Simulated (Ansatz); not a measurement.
SiSn (rock salt, Fm-3m) at seven volumes, the program Ansatz at the PBE level (PAW), scaled uniformly. One row is withheld.

```
V (Å³/atom)  P (GPa)
-----------  -------
20.528          7.91
21.204             ?
21.881          2.20
22.558          0.00
23.235         -1.84
23.911         -3.37
24.588         -4.61
```

Task: Fit the shown pressures and predict the withheld one.

Result: P = (3/2)B₀(x^(7/2) − x^(5/2))[1 + (3/4)(B′ − 4)(x − 1)] with x = (V₀/V)^(2/3). Least squares on the six rows gives V₀ = 22.558 Å³/atom, B₀ = 66.4 GPa, B′ = 4.95. At V = 21.204, x = 1.0421 and P = 4.79 GPa. The run itself gave 4.81 GPa.

The cell is a constructed one: a structure type filled with these elements; neither database checked (COD, Materials Project) lists it. Whether it is the stable phase at ambient conditions was not checked. Symmetry was held in the PBE relaxation; its stability against distortions is not shown here. Scalar-relativistic: spin–orbit coupling is off unless named, which matters more the heavier the elements.

Potentials: the later of the program's two PAW sets.
